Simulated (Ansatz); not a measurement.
## TiGe₄Mo under compression: one row to predict

It was reached by relaxing an invented guess, and it needn't be the stable form of this composition.

All numbers below come from Ansatz, DFT PBE, scalar-relativistic, plane waves, PAW. The final run on the 6-atom cell used 420 eV, a Γ-centred 12×12×6 mesh, 0.10 eV smearing and no spin polarisation.

```
Ti Ge Mo
1.0
     3.33879    0.00000    0.00000
     0.00000    3.33879    0.00000
     0.00000    0.00000    8.49680
Ti Ge Mo
1 4 1
Direct
  0.50000 0.50000 0.50000
  0.00000 0.00000 0.66651
  0.50000 0.50000 0.15993
  0.00000 0.00000 0.33349
  0.50000 0.50000 0.84008
  0.00000 0.00000 0.00000
```

The cell was set to several volumes, with shape and atoms relaxed at each where symmetry leaves them free. Pressure is positive in compression, and energies count from the lowest row. No row has a gap on its mesh.

```
row  V (Å³/atom)  P (GPa)  ΔE (meV/atom)
  1       13.892    22.88          119.7
  2       14.366        ?              ?
  3       14.839     9.50           26.4
  4       15.313     4.35            6.2
  5       15.786     0.00            0.0
  6       16.260    -3.65            5.6
  7       16.734    -6.73           21.1
  8       17.365   -10.07           54.6
```

Question: Find B = −V·ΔP/ΔV from rows 4 and 6 and from rows 1 and 3, and from the two its slope B′ and its value B0 at zero pressure.

Answer: Rows 4 and 6 give −(15.313 + 16.260)/2 × (-3.65 − (4.35))/(16.260 − 15.313) = 133.4 GPa at a mean pressure of 0.35 GPa. Rows 1 and 3 give −(13.892 + 14.839)/2 × (9.50 − (22.88))/(14.839 − 13.892) = 203.0 GPa at a mean pressure of 16.19 GPa. So B′ = (203.0 − 133.4)/(16.19 − (0.35)) = 4.39 and B0 = 133.4 − 4.39 × (0.35) = 131.9 GPa. A third-order Birch–Murnaghan fit to all the energies gives B0 = 132.6 GPa and B′ = 4.7.

Question: Estimate the pressure and energy of row 2.

Answer: From row 5, V0 = 15.786 × (1 + (0.00)/131.9) = 15.786 Å³/atom. Murnaghan's form P = (B0/B′)·[(V0/V)^B′ − 1] gives (131.9/4.39) × [(15.786/14.366)^4.39 − 1] = 15.40 GPa; the computed pressure is 15.61 GPa, so the estimate is off by -0.21 GPa. The work of compression from row 3, with the mean of the two pressures, gives ΔE = 26.4 + (15.40 + 9.50)/2 × (14.839 − 14.366)/160.2 × 1000 = 63.2 meV/atom (1 eV/Å³ = 160.2 GPa); the computed value is 63.2 meV/atom.

All volumes keep the k mesh of the relaxed cell. A later test with randomly moved atoms came back to the same energy, though modes that don't fit the test's cell weren't probed.
